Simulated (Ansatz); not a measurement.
HfO₂ (baddeleyite type, space group P2_1/c)

```cif
data_Hf4O8
_chemical_formula_sum 'Hf4 O8'
_space_group_name_H-M_alt 'P21/c'
_space_group_IT_number 14
_space_group_name_Hall '-P 2ybc'
_cell_length_a 5.11406
_cell_length_b 5.18158
_cell_length_c 5.29528
_cell_angle_alpha 90.000
_cell_angle_beta 99.469
_cell_angle_gamma 90.000
loop_
_atom_site_label
_atom_site_type_symbol
_atom_site_symmetry_multiplicity
_atom_site_Wyckoff_symbol
_atom_site_fract_x
_atom_site_fract_y
_atom_site_fract_z
_atom_site_occupancy
Hf1 Hf 4 e 0.27621 0.04185 0.20822 1
O1 O 4 e 0.07006 0.33377 0.34402 1
O2 O 4 e 0.55204 0.25767 0.02149 1
```

Equation-of-state scan: isotropic scaling of the cell above, V₀ being its volume. The atoms relax within the cell's symmetry.

All values below come from r2SCAN (plane waves to 500 eV, PAW, scalar-relativistic; Ansatz, an electronic-structure program). k mesh 5×5×5 (Γ-centred), Fermi-Dirac smearing 0.05 eV. The energy includes the smearing's −TS. HfO2 is run without spin polarisation. HfO2 was relaxed with its symmetry unable to fall. Spin-orbit coupling is left out, though Hf is heavy. ΔE is measured from the relaxed starting cell.

Question: Predict the ΔE (meV/atom) at V/V₀ = 0.840, 0.904, 0.968, 1.064, 1.096, 1.160.

Answer: 
```csv
V/V₀,ΔE (meV/atom)
0.840,234.3
0.904,77.6
0.968,8.2
1.064,29.2
1.096,61.2
1.160,131.5
```

(Under strain, the slope of the energy per volume gives the stress and its curvature an elastic modulus.)
